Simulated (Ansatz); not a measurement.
Values for one crystal, relaxed and computed with the program Ansatz at the LDA level (PAW); other levels are named.

```yaml
volume_per_atom: 17.84 Å³
band_gap: 2.67 eV (direct)
zone_centre_stability: no imaginary mode at Γ
dynamical_stability_on_the_path: stable (no imaginary branch)
valence_band_maximum: at M
Formation energy from the elements (no fitted shifts): -49 kJ/mol of atoms
Highest zone-centre frequency (without LO–TO term): 1111 cm⁻¹
```

### Question
Pick the material that matches.
A. Be2C, fluorite or antifluorite type
B. MoSeS, P-3m1 (Mo on 2c, Se on 2d, S on 2d)
C. CaGaGeH, P3m1 (Ca on 1b, Ga on 1a, Ge on 1c, H on 1a)
D. CsCaH3, cubic perovskite

### Answer
D, CsCaH3, cubic perovskite

Space group Pm-3m (cubic perovskite). The first step of the workflow began from a Materials Project structure, measured or hypothetical; the Crystallography Open Database copy checked does not list it. Whether it is the stable phase at ambient conditions was not checked. Symmetry was held in the LDA relaxation. The references are the lowest solids computed at this level, not always the standard phases (solids in place of the gases). Spin–orbit coupling is left out wherever it is not named.

Potentials: the later of the program's two PAW sets.
